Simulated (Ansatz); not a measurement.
HgPd (L1₀ or tetragonal B2, P4/mmm) at seven volumes, r²SCAN in the plane-wave PAW code Ansatz, shape and atoms relaxed at each. One row is withheld.

```
V (Å³/atom)  P (GPa)
-----------  -------
15.906         16.13
16.430          9.64
16.954          4.33
17.479          0.00
18.003             ?
18.528         -6.34
19.052         -8.60
```

Question: Fit the shown pressures and predict the withheld one.

Answer: P = (3/2)B₀(x^(7/2) − x^(5/2))[1 + (3/4)(B′ − 4)(x − 1)] with x = (V₀/V)^(2/3). Least squares on the six rows gives V₀ = 17.480 Å³/atom, B₀ = 129 GPa, B′ = 5.95. At V = 18.003, x = 0.9805 and P = -3.48 GPa. The run itself gave -3.51 GPa.

The workflow started from an entry of the Crystallography Open Database (COD). Whether it is the stable phase at ambient conditions was not checked. The r²SCAN relaxation kept the symmetry of its start; whether a distortion lowers the energy is not shown. No spin polarisation was allowed. Spin–orbit coupling is left out wherever it is not named.

Potentials: the later of the program's two PAW sets.
